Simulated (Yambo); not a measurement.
G0W0@LDA for Be3N2 (space group P6_3/mmc, No. 194) in Yambo. Reference settings: 6×6×2 Γ-centred k mesh, bands 7 to 135 and a 8 Ry block in the screening, 135 bands in G with the Bruneval-Gonze terminator, plasmon pole fitted at 27.2 eV. The LDA gap Γ → M on this mesh is 3.29 eV; G0W0 gaps are taken between the same points.

Gap (Γ → M) in eV against the number of bands and the screening block, terminator on:

```tsv
bands (W and G)	2 Ry	3 Ry	5 Ry	6 Ry	8 Ry
38	5.263	5.173	5.190	5.233	5.317
54	4.905	4.837	4.874	4.942	5.066
78	4.752	4.690	4.739	4.821	4.962
106	4.695	4.630	4.686	4.773	4.922
135	4.673	4.607	4.667	4.757	4.914
```

Rough cost of the Yambo step against the reference (shared machines):

| bands (W and G) | 2 Ry | 3 Ry | 5 Ry | 6 Ry | 8 Ry |
|---|---|---|---|---|---|
| 38 | 1/6 | 1/6 | 1/6 | 1/5 | 1/5 |
| 54 | 1/4 | 1/4 | 1/4 | 1/4 | 1/3 |
| 78 | 1/2 | 1/2 | 1/2 | 1/2 | ~1 |
| 106 | ~1 | ~1 | ~1 | ~1 | ~1 |
| 135 | ~1 | ~1 | ~1 | ~1 | 1 |

At the largest block the last step in bands moves the gap by -0.008 eV; at the most bands the last step in the block moves it by 0.157 eV.

Geometry of the Materials Project entry, not relaxed at this level; primitive cell a = b = 2.8417 Å, c = 9.7468 Å, α = β = 90.00°, γ = 120.00°.

The structure is a Materials Project entry; no match was found in the copy of COD used, and its stability was not checked.
